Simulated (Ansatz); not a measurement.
**What DFT gives for Pt**

```yaml
crystal:
  lattice:
    - [0.00000, 1.97852, 1.97852]
    - [1.97852, 0.00000, 1.97852]
    - [1.97852, 1.97852, 0.00000]
  atoms:
    - { symbol: Pt, position: [0.00000, 0.00000, 0.00000] }
```

Single point in Ansatz 0.2.0 with PBE, no spin polarisation. Cutoff 420 eV, PAW datasets, 15×15×15 Γ-centred k mesh, cold filling (width 0.21 eV).

**Question.** Describe some of the short contacts.

**Answer.** Pt–Pt at 2.80 Å: least valence density 0.36 e/Å³ and ELF 0.28 there. These are pseudo-fields; inside the PAW spheres they differ from the all-electron ones.

**Question.** Is the cell too large or too small?

**Answer.** The pressure is 2.5 GPa (compression positive), so with the atoms held at these fractions the cell would first expand.

**Question.** Metal or insulator?

**Answer.** It is a metal, with about 1.8 states/eV a cell as the mean within 0.25 eV of the Fermi level, mostly Pt d (96 %).

Origin: a database entry at a rescaled volume. Caveats: many states at the Fermi level without spin polarisation, so a magnetic state may lie lower; wide smearing.
